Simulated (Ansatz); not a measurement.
Here is an unrelaxed guess for GaH6.

```cif
data_structure
_symmetry_space_group_name_H-M 'Pm-3m'
_symmetry_Int_Tables_number 221
_cell_length_a 3.9250
_cell_length_b 3.9250
_cell_length_c 3.9250
_cell_angle_alpha 90.000
_cell_angle_beta 90.000
_cell_angle_gamma 90.000
_cell_volume 60.47
loop_
_atom_site_label
_atom_site_type_symbol
_atom_site_symmetry_multiplicity
_atom_site_Wyckoff_symbol
_atom_site_fract_x
_atom_site_fract_y
_atom_site_fract_z
_atom_site_occupancy
Ga1 Ga 1 a 0.00000 0.00000 0.00000 1
H1 H 6 f 0.19750 0.50000 0.50000 1
```

These are results of Ansatz 0.2.0, DFT PBE, scalar-relativistic, plane waves, PAW, not measurements. Settings: cutoff 420 eV, Γ-centred mesh 4×4×4 on the computed 7-atom cell, Gaussian smearing of 0.10 eV; no spin polarisation.

The zero of energy is the elements' standard structures at the same level (H₂ as a molecule); no fitted shifts are applied.

**Question.** What does a single point on this coarse mesh give?

**Answer.** The pressure is -10.1 GPa (it wants to contract), the largest force is 1.38 eV/Å, and the energy is +0.99 eV/atom against the elements. The shortest distance is 1.55 Å.

**Question.** How much does it gain on relaxing, and where does it end?

**Answer.** Relaxing gains about 0.64 eV/atom (the start's value is from the coarse mesh, so the gain is rough) in 21 ionic steps and ends at +0.35 eV/atom on the finer mesh. The symmetry stays Pm-3m (No. 221). The volume per atom grows by 82.6 %, from 8.6 to 15.8 Å³. The shortest distance goes from 1.55 Å (H–H) to 0.75 Å (H–H). Conventional cell: a = 4.797 Å. Around Ga lie 24 H at 3.41 Å (long contacts); H has 1 H at 0.75 Å, 4 H at 2.86 Å and 4 Ga at 3.41 Å.

The last run used an 8×8×8 mesh for its 7-atom cell and Gaussian smearing of 0.10 eV. No dispersion correction is applied, so the spacing and binding between layers, chains or molecules are poorly described. The cell is a metal run without spin; a magnetic state may lie lower. With hydrogen, zero-point motion can shift formation energies by some tens of meV/atom. The relaxation can't lower the symmetry of the start. Symmetry constrained the relaxation, so the result can be a saddle point.
